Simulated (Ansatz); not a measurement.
MoPt:
```yaml
crystal:
  lattice:
    - [2.77462, 0.00000, 0.00000]
    - [-1.38731, 2.40289, 0.00000]
    - [0.00000, 0.00000, 4.49342]
  atoms:
    - { symbol: Mo, position: [0.66667, 0.33333, 0.00000] }
    - { symbol: Pt, position: [0.33333, 0.66667, 0.50000] }
```

This is the PBEsol-relaxed structure.

Q: All from PBEsol in the plane-wave PAW code Ansatz, unless another level is named. Estimate the formation energy from the elements (no fitted shifts).

A: -0.19 eV/atom.

Q: What about the density of states at the Fermi level?

A: 0.77 states/eV per atom (mean over ±0.08 eV).

Space group P-6m2. The first step of the workflow began from a Materials Project structure, measured or hypothetical; the Crystallography Open Database copy checked does not list it. With Mo and Pt taken as one species the cell has the higher symmetry P6_3/mmc, so it may be an ordered model of a mixed-site phase. Its standing as an ambient phase is unchecked. The PBEsol relaxation kept the symmetry of its start; its stability against distortions is not shown here. No spin polarisation was allowed. The references are the lowest solids computed at this level, not always the standard phases. Spin–orbit coupling is left out wherever it is not named.

Potentials: the later of the program's two PAW sets.
